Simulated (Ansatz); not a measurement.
Ti: from a starting cell to a relaxed one

The start is a generated cell, Ti placed in the AFLOW prototype A_oC4_63_c (A20). The cell and all atomic positions are relaxed at zero pressure with PBE (plane waves to 420 eV, PAW, scalar-relativistic; Ansatz, a quantum-chemistry and plane-wave program). The first steps use a coarse 13×13×7 k-mesh.

Starting cell:
```
Ti
1.0
    1.35127    -2.78809     0.00000
    1.35127     2.78809     0.00000
    0.00000     0.00000     4.68564
Ti
2
Direct
  0.89772   0.10228   0.25000
  0.10228   0.89772   0.75000
```

- Largest initial force: 0.77 eV/Å, on Ti1, Ti2 (atoms numbered as listed)
- Outcome: The space group goes from Cmcm (No. 63) to P6₃/mmc (No. 194); the end is hcp (Mg type), with 2 atoms in the primitive cell
- Energy released: 0.17 eV/atom
- Volume change: -1.5 %, from 17.65 to 17.39 Å³/atom
- Shortest distances (start → end): The closest pairs of elements (up to four, under 3.6 Å), start → end: Ti–Ti 2.61 → 2.88 Å
- Optimiser moves: 9

Final values are on a 18×18×10 k-mesh of the relaxed cell. No spin polarisation in the result.

The run could not lose the symmetry of its start; a randomly shaken copy of 4 atoms returns to this structure.
